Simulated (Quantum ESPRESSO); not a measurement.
Zn3GaSeS3 (made-up cell) (calculated)

All values are calculated (Quantum ESPRESSO 7.5). Calculation on a made-up crystal cell, not a measurement: periodic Kohn-Sham density functional theory in plane waves with PseudoDojo standard norm-conserving scalar-relativistic pseudopotentials, each functional with its own files (v0.5 for PBE, v0.4.1 for LDA and PBEsol), no spin polarisation, no spin-orbit coupling, atoms not relaxed, stress positive in tension, energies less a fixed whole-eV offset for each atom's element; levels are Kohn-Sham levels at fractions of this cell's reciprocal vectors, counted from the reference band (half the neutral cell's valence electrons, rounded up) at Gamma; error bars cover cutoff and k-mesh only, not smearing or the files; added strain carries the atoms with the cell, and shear is the tensor component; each bar is the largest change over components, and at least 0.002 eV, 0.002 eV per angstrom or 0.02 GPa; energies are for the whole cell, and the offsets were chosen from early runs and are not element reference energies.

```cif
# cell vector a (Å): 3.8644 0.0003 -0.0307
# cell vector b (Å): 0.0005 6.7998 0.0235
# cell vector c (Å): -0.0501 0.0222 6.3567
data_Zn3GaSeS3
_symmetry_space_group_name_H-M 'P 1'
_symmetry_Int_Tables_number 1
_cell_length_a 3.8645
_cell_length_b 6.7998
_cell_length_c 6.3569
_cell_angle_alpha 89.602
_cell_angle_beta 90.907
_cell_angle_gamma 89.993
_cell_volume 167.02
loop_
_atom_site_label
_atom_site_type_symbol
_atom_site_fract_x
_atom_site_fract_y
_atom_site_fract_z
_atom_site_occupancy
Ga1 Ga 0.99555 0.99221 0.98382 1
Zn1 Zn 0.50010 0.51212 0.01062 1
Zn2 Zn 0.49555 0.17088 0.49117 1
Zn3 Zn 0.97391 0.70034 0.51570 1
Se1 Se 0.99811 0.00776 0.37923 1
S1 S 0.50303 0.48827 0.37807 1
S2 S 0.47996 0.17198 0.87942 1
S3 S 0.02227 0.66584 0.86626 1
_calc_lattice_type 'wurtzite'
_calc_functional 'pbe'
_calc_cutoff 1170  # eV
_calc_fermi_dirac_smearing 0.1  # eV
_calc_scf_tolerance 1e-07  # eV
_calc_electrons_removed 0
_calc_k_mesh '7 x 6 x 6, shifted by half a step'
_calc_fermi_level ?
_calc_stress_yz ?
_calc_stress_yy ?
```

Atoms:
```
atoms element  atom site  atom energy offset (eV)
           Ga          1                    -2080
           Zn          2                    -5687
           Zn          3                    -5687
           Zn          4                    -5687
           Se          5                    -3300
            S          6                     -302
            S          7                     -302
            S          8                     -302
```

To be estimated
1. Estimate the fermi level of Zn3GaSeS3 (made-up cell).
2. What stress yz does the calculation give for Zn3GaSeS3 (made-up cell)?
3. Give the missing stress yy for Zn3GaSeS3 (made-up cell).
4. Give the table of forces values for Zn3GaSeS3 (made-up cell).

Answers
1. 1.55 eV
2. 1.169 GPa
3. -6.25 GPa
4. 
Forces:
```
site  x (eV/Å)  y (eV/Å)  z (eV/Å)
   1   -0.3356    0.5262   -0.2463
   2    0.4146   -0.5643   0.05429
   3    0.1931    0.6895     1.022
   4   0.04621    -2.161   -0.4754
   5   -0.1771    0.2646   -0.4959
   6  -0.06166      1.35   0.01284
   7    0.3904    0.6736   -0.4412
   8     -0.47   -0.7784    0.5693
```

Further results for Zn3GaSeS3 (made-up cell):

* free energy less offsets: -0.2826 eV
* smearing term minus ts: -0.07919 eV
* scf iterations: 11
* pressure: 5.326 GPa
* stress xx: -5.318 GPa
* stress zz: -4.409 GPa
* stress xz: -0.6899 GPa
* stress xy: 0.2698 GPa
* reference band: 54
* error bar energy: 0.002 eV
* error bar stress: 0.04599 GPa
* error bar force: 0.01392 eV/Å
* error bar next band up: 0.002878 eV
* error bar fermi level: 0.005875 eV
* error bars from: tighter rerun of a related cell

Levels:
```
level k point  next band up (eV)
        Gamma              1.227
(1/2,1/2,1/2)              1.745
   (0.15,0,0)              2.087
   (0,0.15,0)              1.502
   (0,0,0.15)              1.396
```
